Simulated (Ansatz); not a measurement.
Values for one crystal, relaxed and computed with DFT-r²SCAN in the program Ansatz with PAW potentials; other levels are named.

```yaml
volume_per_atom: 16.54 Å³
electronic_character: metallic (no gap)
Pressure derivative B′: 4.2
Bulk modulus (Birch–Murnaghan fit): 2890 kbar
Gap with spin–orbit coupling: none (metallic)
Density of states at the Fermi level: 1.6 states/eV per atom (mean over ±0.08 eV)
```

Task: Which compound is it?
A. Co, Fd-3m (Co on 8a, Co on 16d)
B. Be, bcc (W type)
C. Hf, hcp (Mg type)
D. W, Fd-3m (W on 8a, W on 16d)

Result: D, W, Fd-3m (W on 8a, W on 16d)

The start of the workflow was typed in or built on a structure type; neither database checked (COD, Materials Project) lists it. It is not the phase usual at ambient conditions (space group No. 229). Symmetry was held in the r²SCAN relaxation; whether a distortion lowers the energy is not shown. No spin polarisation was allowed. Spin–orbit coupling is left out wherever it is not named.

Potentials: the earlier of the program's two PAW sets.
